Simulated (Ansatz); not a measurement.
Relaxed Ru (hcp, Mg type):

```xyz
2
Lattice="2.7046 0.0000 0.0000 -1.3523 2.3422 0.0000 0.0000 0.0000 4.2601" Properties=species:S:1:pos:R:3 pbc="T T T"
Ru     0.0000     1.5615     3.1951
Ru     1.3523     0.7807     1.0650
```

Method: r2SCAN (plane waves to 500 eV, PAW, scalar-relativistic; Ansatz, a quantum-chemistry and plane-wave program). k mesh 16×16×9 (Γ-centred), Fermi-Dirac smearing 0.05 eV. With partly filled bands, energies and forces of such displacements shift with the k mesh and the smearing. Ru is run without spin polarisation. Ru was relaxed with its symmetry unable to fall.

One atom of the cell was then moved (with its periodic images), all else fixed, and the forces (eV/Å) came out as:

| atom | Fx | Fy | Fz |
|---|---|---|---|
| Ru1 | -0.841 | -0.485 | 2.325 |
| Ru2 | 0.841 | 0.485 | -2.325 |

With two atoms only their relative shift counts; take Ru2 as fixed.

Task: Which atom was moved, and by which vector (Å)?

Result: Ru1, by (0.11, 0.06, -0.17), 0.21 Å in all.

(For displaced atoms, the force is minus the slope of the energy, and its curvature is a force constant, which sets phonon frequencies.)
